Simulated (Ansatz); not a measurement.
Starting cell, AlNi₃ (Cu3Au type):

```xyz
4
Lattice="3.5668 0.0000 0.0000 0.0000 3.5668 0.0000 0.0000 0.0000 3.5668" Properties=species:S:1:pos:R:3 pbc="T T T"
Ni     0.0000     1.7834     1.7834
Ni     1.7834     1.7834     0.0000
Ni     1.7834     0.0000     1.7834
Al     0.0000     0.0000     0.0000
```

Two-dimensional scan of atom 1 (Ni, nearest neighbour Ni at 2.522 Å; its periodic images, 3.6 Å or more away, move with it): u runs along (1.000, 0.000, 0.000), v along (0.000, 1.000, 0.000) (Cartesian). Cell and other atoms are fixed.

The numbers are results of PBE (plane waves to 420 eV, PAW, scalar-relativistic; Ansatz, an electronic-structure program), not measurements. k mesh 11×11×11 (Γ-centred), Fermi-Dirac smearing 0.05 eV. Energies are smeared free energies. With partly filled bands, energies and forces of such displacements shift with the k mesh and the smearing. AlNi3 was relaxed with its symmetry unable to fall. Relaxed AlNi3 ends ferromagnetic. The magnetic order is the one the run started from; other orders were not tried. ΔE is measured from the undisplaced structure. Axes are in Å.

### Question
Predict the ΔE (meV/cell) at all points of the grid u = -0.380, -0.190, 0.000, 0.190, 0.380 by v = -0.380, -0.190, 0.000, 0.190, 0.380.

### Answer
ΔE (meV/cell), with u across and v down:

| v \ u | -0.380 | -0.190 | 0.000 | 0.190 | 0.380 |
|---|---|---|---|---|---|
| -0.380 | 1551 | 858 | 638 | 858 | 1551 |
| -0.190 | 864 | 326 | 156 | 326 | 864 |
| 0.000 | 643 | 155 | 0 | 155 | 643 |
| 0.190 | 864 | 326 | 156 | 326 | 864 |
| 0.380 | 1551 | 858 | 638 | 858 | 1551 |

(A displaced cell: forces are minus the slopes of the energy, force constants its curvatures, and phonons follow from these.)
